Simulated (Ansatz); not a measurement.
## 4 guesses for HPb4 and where they end

These are results of DFT PBE, scalar-relativistic, plane waves, PAW in Ansatz, not measurements. Settings: cutoff 420 eV, Γ-centred meshes spaced at most about 0.3 Å⁻¹, and about 0.25 Å⁻¹ or finer for metals (2π included), Gaussian smearing. No spin polarisation in the final relaxations.

Each guess was relaxed in cell and atoms at zero pressure, within the symmetry of its start. All energies are static (0 K, no zero-point motion). Coordination counts Pb atoms around H (those within 1.25 times the shortest such distance or 1.15 times the sum of covalent radii, 1.27 where that leaves under three; the shortest distance is added where it exceeds 1.18 times the sum of covalent radii).

| guess | made from | start group | V start (Å³/atom) | end group | V end (Å³/atom) | coordination at the end | gap on mesh (eV) | E over the lowest end (meV/atom) |
| --- | --- | --- | --- | --- | --- | --- | --- | --- |
| 1 | Hg4Pt type | Im-3m | 25.1 | Im-3m | 27.8 | H 8 from 2.8 Å | 0 | 188 |
| 2 | random cell | P6/mmm | 29.6 | ? | ? | ? | ? | ? |
| 3 | Co4H type | P-3m1 | 23.6 | P-3m1 | 26.2 | H 6 from 2.6 Å | 0 | 33 |
| 4 | Mn4N type | Pm-3m | 26.9 | Pm-3m | 26.4 | H 6 from 2.5 Å | 0 | 0 |

Guess 2 as it starts:

Space group P6/mmm (No. 191). a = 4.657 Å, b = 4.657 Å, c = 7.878 Å, α = 90.00°, β = 90.00°, γ = 120.00°
```
atom  site  symmetry       x       y       z
   H    1b     6/mmm  0.0000  0.0000  0.5000
  Pb    4h       3m.  0.3333  0.6667  0.7864
```

Question: Predict the end of this guess and its energy over the lowest end.

Answer: It ends in space group P6/mmm (No. 191), with a = 5.373 Å, c = 6.458 Å, 32.3 Å³/atom and no gap. It lies 0.39 eV/atom over the lowest end, above guess 1 and so the highest of the set. Counting Pb atoms around H, this end has H 12 from 3.5 Å and the lowest (guess 4) has H 6 from 2.5 Å.

```cif
data_structure
_symmetry_space_group_name_H-M 'P6/mmm'
_symmetry_Int_Tables_number 191
_cell_length_a 5.3732
_cell_length_b 5.3732
_cell_length_c 6.4575
_cell_angle_alpha 90.000
_cell_angle_beta 90.000
_cell_angle_gamma 120.000
_cell_volume 161.46
loop_
_atom_site_label
_atom_site_type_symbol
_atom_site_symmetry_multiplicity
_atom_site_Wyckoff_symbol
_atom_site_fract_x
_atom_site_fract_y
_atom_site_fract_z
_atom_site_occupancy
H1 H 1 b 0.00000 0.00000 0.50000 1
Pb1 Pb 4 h 0.33333 0.66667 0.74391 1
```

Energies over the elements count from the elements' standard structures at the same level (H₂ as a molecule), with no fitted energy shifts.

Question: Is the lowest end bound against the elements?

Answer: No: its formation energy is +0.18 eV/atom. A positive value: parting into the elements would lower its energy.

Spin–orbit coupling, which can matter for Pb, is left out. H stands nearly free of neighbours here, and without spin polarisation the energy of such atoms comes out too high. A magnetic state wasn't ruled out in cells without spin, among them Pm-3m, P-3m1, Im-3m, P6/mmm. With hydrogen, zero-point motion can shift formation energies by some tens of meV/atom. Cells relaxed within their symmetry can be saddle points. A lower structure may well exist outside this small set. Some candidate types were left out of the draw beforehand, so a known form may be missing.
